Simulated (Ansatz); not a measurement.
LaBi$_{2}$ClO$_{4}$ in space group P4/mmm (No. 123; La on 1a, Bi on 2h, Cl on 1b, O on 4i) at seven volumes, r²SCAN+D4 (plane waves, PAW; program Ansatz), shape and atoms relaxed at each. One row is withheld.

| V (Å³/atom) | P (GPa) |
|---|---|
| 16.065 | 8.79 |
| 16.594 | 5.17 |
| 17.124 | 2.29 |
| 17.654 | 0.01 |
| 18.183 | -1.82 |
| 18.713 | ? |
| 19.243 | -4.60 |

Fit the shown pressures and predict the withheld one.

P = (3/2)B₀(x^(7/2) − x^(5/2))[1 + (3/4)(B′ − 4)(x − 1)] with x = (V₀/V)^(2/3). Least squares on the six rows gives V₀ = 17.653 Å³/atom, B₀ = 69.5 GPa, B′ = 6.22. At V = 18.713, x = 0.9619 and P = -3.38 GPa. The run itself gave -3.33 GPa.

The first step of the workflow began from a Materials Project structure, measured or hypothetical; the Crystallography Open Database copy checked does not list it. Its standing as an ambient phase is unchecked. The cell was relaxed with r²SCAN+D4 under the symmetry of its start; whether a distortion lowers the energy is not shown. Scalar-relativistic: spin–orbit coupling is off unless named, which matters more the heavier the elements.

Potentials: the later of the program's two PAW sets.
